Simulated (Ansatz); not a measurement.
With LDA (plane waves, PAW; program Ansatz), Ge$_{2}$Sb$_{2}$Te$_{5}$ in the trigonal phase (P-3m1; Pearson symbol hP9) relaxes to a = 4.177 Å, c = 16.882 Å. Sb has 6 nearest neighbours from 2.97 Å (octahedral); Te on 1a has 6 nearest neighbours from 3.12 Å (octahedral); Te on 2d has 6 nearest neighbours from 2.97 Å (octahedral). Its formation energy from the elements is -0.084 eV/atom, with no fitted shifts.

Electronic character: metallic (no gap).

The relaxed-ion elastic constants in GPa are C11 = 83.3, C12 = 27.0, C13 = 30.7, C14 = -18.3, C33 = 57.0, C44 = 40.8. The elastic constants imply a Debye temperature near 215 K. The highest mode at Γ lies at 183 cm^-1.

Symmetry was held in the LDA relaxation. A crystal of weakly bound layers computed without a dispersion correction: the cell and the soft elastic constants depend strongly on that. A small band overlap can be real or an error of a semilocal functional. As this level gives no gap, shear constants depend on the k-mesh and smearing (Fermi–Dirac, 0.1 eV here). As this level gives no gap, phonon frequencies hold no LO–TO term and depend on the k-mesh and smearing (Fermi–Dirac, 0.1 eV here). The references are the lowest solids computed at this level, not always the standard phases. Spin–orbit coupling is left out wherever it is not named.

Potentials: the later of the program's two PAW sets.
